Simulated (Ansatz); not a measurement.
BePd, first-principles data

BePd:
```yaml
crystal:
  lattice:
    - [2.79744, 0.00000, 0.00000]
    - [0.00000, 2.79744, 0.00000]
    - [0.00000, 0.00000, 2.79744]
  atoms:
    - { symbol: Be, position: [0.00000, 0.00000, 0.00000] }
    - { symbol: Pd, position: [0.50000, 0.50000, 0.50000] }
```

Space group Pm-3m (No. 221), CsCl type; conventional cell a = b = c = 2.797 Å, α = β = γ = 90.00°.

Method: PBEsol in the plane-wave PAW code Ansatz. The cell and atoms are relaxed at this level. Other levels are named where they apply.

### Cell and energy

```json
{
  "volume_per_atom": "10.95 Å³",
  "density": "8.76 g/cm³",
  "Formation energy from the elements (no fitted shifts)": "-0.62 eV/atom"
}
```

### Electronic structure

```json
{
  "electronic_character": "metallic (no gap)",
  "Density of states at the Fermi level": "0.50 states/eV per atom (mean over ±0.08 eV)",
  "Gap with spin–orbit coupling": "none (metallic)"
}
```

### Mechanics

```json
{
  "Bulk modulus (Birch–Murnaghan fit)": "191 GPa",
  "Pressure derivative B′": "4.6",
  "Elastic constants (relaxed ions, GPa)": "C11 = 220, C12 = 177, C44 = 88.9",
  "mechanical_stability": "stable (all eigenvalues of C positive)",
  "hill_bulk_and_shear_moduli": "191 and 50.3 GPa",
  "Young's modulus": "139 GPa",
  "Poisson's ratio": "0.38",
  "debye_temperature_from_the_elastic_constants": "363 K"
}
```

### Phonons

```json
{
 "highest_zone_centre_frequency": "381 cm^-1",
 "zone_centre_stability": "no imaginary mode at Γ"
}
```

The first step of the workflow began from a Materials Project structure, measured or hypothetical; the Crystallography Open Database files this formula in space group No. 221, but the cells were not matched. Its standing as an ambient phase is unchecked. Symmetry was held in the PBEsol relaxation. No spin polarisation was allowed. As this level gives no gap, shear constants depend on the k-mesh and smearing (Fermi–Dirac, 0.1 eV here). As this level gives no gap, phonon frequencies hold no LO–TO term and depend on the k-mesh and smearing (Fermi–Dirac, 0.1 eV here). The references are the lowest solids computed at this level, not always the standard phases. Spin–orbit coupling is left out wherever it is not named.

Potentials: the later of the program's two PAW sets.
